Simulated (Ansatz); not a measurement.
YGe$_{2}$:
```yaml
crystal:
  lattice:
    - [0.00000, 3.38049, 3.38049]
    - [3.38049, 0.00000, 3.38049]
    - [3.38049, 3.38049, 0.00000]
  atoms:
    - { symbol: Y, position: [0.00000, 0.00000, 0.00000] }
    - { symbol: Ge, position: [0.25000, 0.25000, 0.25000] }
    - { symbol: Ge, position: [0.75000, 0.75000, 0.75000] }
```

Relaxed with PBE. Special points in fractions of this cell's reciprocal vectors: Γ (0.000, 0.000, 0.000); X (0.500, 0.000, 0.500); U (0.625, 0.250, 0.625); K (0.375, 0.375, 0.750); L (0.500, 0.500, 0.500); W (0.500, 0.250, 0.750).

List the band energies nearest the Fermi level at these points for PBE in the plane-wave PAW code Ansatz.

In eV from the Fermi level; about four levels below and three above (degenerate sets whole), none deeper than 8.9 eV; points with the same levels are listed once.

| k | below | above |
|---|---|---|
| Γ | -5.53 -2.54 -2.54 -2.54 | 1.66 1.66 2.64 2.64 2.64 |
| X | -7.46 -4.11 -1.87 -1.87 | 0.85 0.85 1.43 |
| U | -7.77 -3.67 -2.15 -1.66 | 0.13 0.99 2.28 |
| L | -1.79 -1.79 -0.62 -0.03 | 0.16 0.16 2.20 2.20 |
| W | -3.35 -3.17 -0.51 -0.51 | 0.92 2.35 3.00 |

Space group Fm-3m (fluorite). A made-up cell: these elements were put on the sites of a structure type; neither database checked (COD, Materials Project) lists it. Its standing as an ambient phase is unchecked. Symmetry was held in the PBE relaxation; whether a distortion lowers the energy is not shown. The run is not spin-polarised. Spin–orbit coupling is left out wherever it is not named.

Potentials: the later of the program's two PAW sets.
